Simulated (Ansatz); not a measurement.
Values for one crystal, relaxed and computed with r²SCAN in the plane-wave PAW code Ansatz; other levels are named.

```yaml
volume_per_atom: 14.64 Å³
electronic_character: metallic (no gap)
Formation energy from the elements (no fitted shifts): -0.21 eV/atom
Density of states at the Fermi level: 1.2 states/eV per atom (mean over ±0.08 eV)
Bulk modulus (Birch–Murnaghan fit): 123 GPa
Pressure derivative B′: 4.5
```

**Question.** Which of these materials gives this?
A. Ti3Ag, Cu3Au type
B. GdZn, CsCl type
C. TiZn2, P6_3/mmc (Zn on 2a, Zn on 6h, Ti on 4f)
D. BaCu, P6_3/mmc (Ba on 4f, Cu on 2d, Cu on 2b)

**Answer.** C, TiZn2, P6_3/mmc (Zn on 2a, Zn on 6h, Ti on 4f)

The workflow started from an entry of the Crystallography Open Database (COD). Its standing as an ambient phase is unchecked. The cell was relaxed with r²SCAN under the symmetry of its start; its stability against distortions is not shown here. No spin polarisation was allowed. The references are the lowest solids computed at this level, not always the standard phases.

Potentials: the later of the program's two PAW sets.
